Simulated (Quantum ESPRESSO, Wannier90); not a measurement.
**Ag (bcc (W type), model phase): Wannier90 run**

```xyz
1
Lattice="-1.6557 1.6557 1.6557 1.6557 -1.6557 1.6557 1.6557 1.6557 -1.6557" Properties=species:S:1:pos:R:3 pbc="T T T"
Ag     0.0000     0.0000     0.0000
```

Structure: Materials Project mp-2646971, symmetrised, not relaxed again. This isn't the element's usual structure (fcc); take it as a model of another phase. Method: PBEsol plane waves in Quantum ESPRESSO 7.5 (PseudoDojo norm-conserving files, 66 Ry, spinors with spin-orbit coupling), Bloch states on a 10×10×10 mesh through Γ, Wannier90 4.0.1. Density: 18×18×18 mesh, cold smearing 0.01 Ry.

Base run: 18 functions from bands 9-42 of the 42 computed, start hydrogen-like Ag: s;p;d, centres 0.05 Å off the atoms, frozen window up to 1.50 eV relative to the Fermi level, outer window open. Its settings: num_cg_steps = 5, trial_step = 2 and dis_mix_ratio = 0.5 (the program's defaults), conv_tol = 1.0e-6 over 4 steps, num_iter = 1000, dis_conv_tol = 1.0e-6, dis_num_iter = 1000. One of them is changed at a time.

```csv
run,disentanglement steps,localisation steps,Ω_I (Å²),Ω_total (Å²),ended
base,155,261,13.449,16.462,converged
trial_step = 0.5,155,242,13.449,16.463,converged
conv_tol = 1.0e-10,155,523,13.449,16.462,converged
dis_num_iter = 20,20,326,13.549,16.589,step limit
```
